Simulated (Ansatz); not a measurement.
## Trajectory cell O32Zn22Mg10 of rocksalt MgO alloyed with ZnO

Theory: Ansatz, DFT, PBEsol, PAW, plane waves.

Command:

```sh
ansatz run in.yaml --threads 8 --pin off --max-ram 118750MiB --runs-dir r --events-out ev --progress --plain --backend cuda --devices 0,
```

The input less its lattice and atoms:

```yaml
accuracy: low
crystal:
  symmetry: { detect: false }
kpoints:
  mp_grid: { grid: [1, 1, 1], shift: [0.25, 0.25, 0.25] }
hamiltonian:
  xc: pbesol
scf:
  occupations: { method: fermi_dirac, width: 0.1 }
md:
  ensemble: nvt_langevin
  timestep: 2.5
  n_steps: 240
  temperature: 600
  temperature_schedule: [{ n_steps: 120, end_temperature: 600 }, { n_steps: 120, end_temperature: 600 }]
  friction: 0.02
  initial_velocities: maxwell_boltzmann
  seed: 1
```

Start:

```
O Zn Mg
1.0
     8.52327    0.00000    0.00000
     0.00000    8.52327    0.00000
     0.00000    0.00000    8.52327
O Zn Mg
32 22 10
Direct
  0.25069 0.99742 0.99957
  0.24737 0.00211 0.50272
  0.25105 0.49606 0.99692
  0.25394 0.49880 0.49742
  0.75024 0.99752 0.99821
  0.74944 0.00326 0.49785
  0.74995 0.49766 0.00109
  0.75292 0.50264 0.50096
  0.99921 0.24964 0.99980
  0.99891 0.25274 0.50048
  0.99891 0.75006 0.99663
  0.99918 0.75048 0.50350
  0.50199 0.24801 0.00163
  0.50169 0.25112 0.49799
  0.49969 0.74618 0.00102
  0.50004 0.74528 0.49688
  0.99922 0.00008 0.24854
  0.99920 0.00036 0.75020
  0.99916 0.49920 0.25337
  0.99519 0.50095 0.74954
  0.50115 0.99654 0.25410
  0.49953 0.00035 0.75266
  0.49809 0.49685 0.25284
  0.49901 0.49918 0.75047
  0.24722 0.25318 0.24561
  0.25212 0.25159 0.75194
  0.25149 0.75223 0.24715
  0.25209 0.74983 0.74962
  0.74987 0.24505 0.24608
  0.75073 0.24922 0.75294
  0.75026 0.74773 0.25324
  0.74958 0.75124 0.74923
  0.00331 0.99993 0.00128
  0.00019 0.00088 0.49836
  0.99777 0.49868 0.00185
  0.50025 0.00401 0.50117
  0.50015 0.49652 0.00109
  0.49630 0.49864 0.49791
  0.25126 0.24740 0.99684
  0.24616 0.74753 0.00258
  0.75435 0.24974 0.49814
  0.75145 0.75220 0.49811
  0.25210 0.99534 0.24879
  0.25247 0.00016 0.74928
  0.25153 0.49777 0.75438
  0.75099 0.99785 0.25021
  0.75421 0.00126 0.75347
  0.74843 0.49507 0.25178
  0.75045 0.49786 0.74665
  0.99922 0.24807 0.25328
  0.99398 0.25018 0.74913
  0.99624 0.74387 0.25189
  0.50145 0.24996 0.25138
  0.50330 0.75343 0.25187
  0.99911 0.50108 0.49713
  0.50198 0.00064 0.99743
  0.24960 0.24906 0.50252
  0.25026 0.75243 0.49930
  0.75284 0.25345 0.99569
  0.75202 0.75283 0.00112
  0.24827 0.50008 0.25264
  0.99846 0.74961 0.74855
  0.49729 0.25088 0.75230
  0.50157 0.74887 0.74901
```

Some of the steps:

```csv
step,"free energy without the kinetic part, less step 39 (eV)",temperature (K),largest force component (eV/Å)
39,0.000,497,1.90
79,-0.449,517,2.26
119,0.522,612,2.07
159,0.550,548,2.25
199,0.349,653,1.99
239,0.650,659,2.92
```

Structure at step 159 of the program's count:

```xyz
64
Lattice="8.5233 0.0000 0.0000 0.0000 8.5233 0.0000 0.0000 0.0000 8.5233" Properties=species:S:1:pos:R:3 pbc="T T T"
O     2.1005    8.4328    8.3455
O     2.1693    8.4424    4.2442
O     1.9168    4.2689    0.1072
O     2.0508    4.2143    4.1025
O     6.2662    8.4300    0.0484
O     6.5004    0.1767    4.3591
O     6.3482    4.2549    8.4763
O     6.3497    4.2929    4.2806
O     8.4520    2.1048    8.4755
O     0.1044    2.2261    4.1391
O     0.0047    6.4469    8.4369
O     8.4935    6.3644    4.2645
O     4.0844    2.0832    8.4392
O     4.2913    2.0540    4.2756
O     4.2604    6.3421    8.5044
O     4.1228    6.5052    4.4094
O     8.4272    8.3939    1.9977
O     8.3559    0.0123    6.4453
O     8.3631    4.2248    2.2061
O     0.0909    4.3174    6.4344
O     4.0981    8.2731    2.2073
O     4.2038    0.0278    6.4052
O     4.1562    4.1294    2.1750
O     4.1328    4.3022    6.3810
O     2.1194    1.9413    2.1483
O     2.1861    2.0807    6.2831
O     2.1191    6.4689    2.2177
O     2.1678    6.2182    6.2363
O     6.2534    2.2064    1.9317
O     6.5125    2.1971    6.5637
O     6.3873    6.4254    2.1390
O     6.4061    6.4326    6.3371
Zn    8.2363    8.4491    8.4799
Zn    0.0792    0.0048    4.1990
Zn    0.0381    4.2876    8.5058
Zn    4.1084    0.0426    4.4215
Zn    4.2653    4.0097    0.0796
Zn    4.1983    4.1496    4.2693
Zn    1.9580    2.3115    8.3400
Zn    2.1240    6.4092    8.3000
Zn    6.4861    2.1433    4.0647
Zn    6.5203    6.6670    4.3251
Zn    2.1916    8.4204    1.9945
Zn    2.1301    8.4135    6.3084
Zn    2.1733    4.2691    6.3141
Zn    6.2425    0.0039    2.1353
Zn    6.3468    0.1018    6.4508
Zn    6.3723    4.3763    2.3041
Zn    6.3504    4.3333    6.2994
Zn    0.0771    2.2123    2.0578
Zn    0.0153    2.0119    6.2762
Zn    8.4595    6.3138    1.9648
Zn    4.1311    2.2419    1.9860
Zn    4.2268    6.4214    2.0247
Mg    8.3873    4.2560    4.5118
Mg    4.1431    8.4627    8.4882
Mg    2.1783    2.0659    4.1758
Mg    2.1693    6.3731    4.1950
Mg    6.4675    2.2415    8.5016
Mg    6.3670    6.3026    0.0851
Mg    2.0097    4.5103    2.1703
Mg    8.4319    6.4412    6.3474
Mg    4.2719    2.1520    6.4246
Mg    4.2625    6.4685    6.3688
```

End:

```xyz
64
Lattice="8.5233 0.0000 0.0000 0.0000 8.5233 0.0000 0.0000 0.0000 8.5233" Properties=species:S:1:pos:R:3 pbc="T T T"
O     2.0012    0.2967    0.1445
O     2.0524    0.1429    4.1868
O     1.9789    4.2932    0.0506
O     1.9552    4.4053    4.3308
O     6.3646    0.0996    0.2754
O     6.0195    0.1246    4.3532
O     6.1152    4.1819    0.0911
O     6.4043    4.3966    4.4305
O     8.3249    2.2792    8.4944
O     0.0057    2.2473    4.2289
O     8.3248    6.4553    0.0112
O     8.3764    6.6079    4.3701
O     4.0609    2.1842    8.4201
O     4.0558    2.3553    4.3283
O     4.0987    6.4809    8.4624
O     4.1188    6.4138    4.3783
O     0.0684    0.0721    2.2769
O     8.4946    0.1225    6.2569
O     8.4749    4.4326    2.2465
O     8.3370    4.2593    6.4164
O     4.0297    0.0726    2.0759
O     4.0435    0.0216    6.4708
O     4.2508    4.1903    1.9803
O     4.0683    4.4382    6.2908
O     1.9705    2.3463    2.2101
O     1.9958    2.0092    6.3472
O     2.1856    6.3805    2.1870
O     1.9606    6.5842    6.5507
O     6.4178    2.3302    2.1684
O     6.3369    2.1633    6.2915
O     6.3245    6.4295    2.2301
O     6.3598    6.5202    6.3971
Zn    8.3570    0.1065    8.4056
Zn    8.4950    0.2885    4.2699
Zn    8.2793    4.2807    8.4719
Zn    4.0370    0.0522    4.1825
Zn    3.9760    4.5257    0.2157
Zn    4.1924    4.3920    4.2060
Zn    1.9520    2.3103    8.4826
Zn    1.8992    6.4918    0.2048
Zn    6.3068    2.3441    4.3975
Zn    6.3737    6.4506    4.2768
Zn    2.0618    0.2429    2.1314
Zn    2.0424    0.0596    6.4383
Zn    2.0695    4.5728    6.4248
Zn    6.4527    0.2696    2.1987
Zn    6.1669    0.0315    6.2884
Zn    6.3397    4.3868    2.3532
Zn    6.1335    4.2398    6.5142
Zn    8.4639    2.4713    2.1221
Zn    8.5131    2.3184    6.2992
Zn    8.3907    6.5923    2.1567
Zn    4.1389    2.2513    2.0139
Zn    4.1958    6.6362    2.2537
Mg    8.3625    4.3793    4.4244
Mg    4.0460    0.0351    8.4735
Mg    2.0216    2.3349    4.1638
Mg    1.8362    6.5443    4.3043
Mg    6.1953    2.1194    8.3877
Mg    6.2677    6.3077    0.0029
Mg    2.1483    4.4423    2.3722
Mg    8.1767    6.5756    6.3793
Mg    3.9871    2.1035    6.3705
Mg    4.0890    6.4046    6.5181
```

The run ended as planned.

Time: 110 s of wall time on one NVIDIA GB300 with 8 processor threads, on a host shared with other runs; peak host memory 1.9 GiB.
